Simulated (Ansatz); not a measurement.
NbRu:
```cif
data_Nb4Ru4
_chemical_formula_sum 'Ru4 Nb4'
_space_group_name_H-M_alt 'Fm-3m'
_space_group_IT_number 225
_space_group_name_Hall '-F 4 2 3'
_cell_length_a 5.19457
_cell_length_b 5.19457
_cell_length_c 5.19457
_cell_angle_alpha 90.000
_cell_angle_beta 90.000
_cell_angle_gamma 90.000
loop_
_atom_site_label
_atom_site_type_symbol
_atom_site_symmetry_multiplicity
_atom_site_Wyckoff_symbol
_atom_site_fract_x
_atom_site_fract_y
_atom_site_fract_z
_atom_site_occupancy
Ru1 Ru 4 a 0.00000 0.00000 0.00000 1
Nb1 Nb 4 b 0.50000 0.50000 0.50000 1
```
(The calculation used a cell of 2 atoms; values per cell refer to that cell.)

Relaxed with PBE.

Which orbitals make up the states near the Fermi level in the program Ansatz at the PBE level (PAW)?

Within 0.5 eV of the Fermi level: Nb 4d 53 %, Ru 4d 33 %, Nb 5s 5 %. Projections are on Löwdin-orthogonalised atomic valence shells; empty p or d shells of many metals are not among them.

Tabulate the density of states.

States/eV per cell of 2 atoms, in 0.25 eV bins, energy from the Fermi level.

```
E (eV)  total  Ru 4d  Nb 4d  Nb 5s
------  -----  -----  -----  -----
-6.60    0.00   0.00   0.00   0.00
-6.35    0.05   0.00   0.00   0.03
-6.10    0.10   0.00   0.00   0.06
-5.85    0.14   0.00   0.00   0.08
-5.60    0.18   0.00   0.00   0.10
-5.35    0.26   0.03   0.03   0.12
-5.10    0.64   0.21   0.19   0.14
-4.85    0.94   0.35   0.31   0.15
-4.60    1.21   0.48   0.41   0.17
-4.35    1.62   0.68   0.56   0.19
-4.10    2.51   1.18   0.90   0.22
-3.85    3.84   1.88   1.38   0.27
-3.60    3.92   1.98   1.31   0.27
-3.35    3.65   1.84   1.33   0.25
-3.10    3.31   2.06   1.00   0.13
-2.85    3.60   2.24   1.15   0.07
-2.60    2.90   1.73   1.02   0.03
-2.35    2.53   1.72   0.69   0.03
-2.10    3.54   2.63   0.72   0.04
-1.85    2.45   1.67   0.62   0.03
-1.60    2.21   1.36   0.70   0.04
-1.35    2.56   1.56   0.82   0.05
-1.10    3.63   2.29   1.07   0.07
-0.85    1.77   1.44   0.25   0.02
-0.60    1.89   1.19   0.55   0.07
-0.35    1.26   0.48   0.62   0.07
-0.10    1.36   0.44   0.74   0.08
0.15     1.48   0.45   0.79   0.08
0.40     1.46   0.45   0.80   0.06
0.65     1.48   0.43   0.86   0.04
0.90     1.47   0.39   0.93   0.02
1.15     1.64   0.36   1.12   0.02
1.40     3.18   0.81   2.07   0.03
1.65     3.88   0.94   2.54   0.07
1.90     3.51   0.76   2.45   0.05
2.15     3.10   0.78   2.04   0.05
2.40     2.88   0.72   1.77   0.13
2.65     2.52   0.69   1.48   0.12
2.90     2.29   0.67   1.29   0.12
3.15     2.35   0.69   1.23   0.11
3.40     1.50   0.39   0.72   0.07
3.65     0.88   0.14   0.36   0.10
3.90     0.75   0.13   0.30   0.15
4.15     0.82   0.14   0.30   0.23
4.40     1.10   0.14   0.30   0.25
4.65     0.89   0.13   0.25   0.17
```

The start of the workflow was typed in or built on a structure type; neither database checked (COD, Materials Project) lists it. COD files the formula under space group No. 123, 221, so this cell is another polymorph or a model. Its standing as an ambient phase is unchecked. The PBE relaxation kept the symmetry of its start; whether a distortion lowers the energy is not shown. No spin polarisation was allowed. Its formation energy is positive at this level, so the cell may be metastable or incomplete. Spin–orbit coupling is left out wherever it is not named.

Potentials: the earlier of the program's two PAW sets.
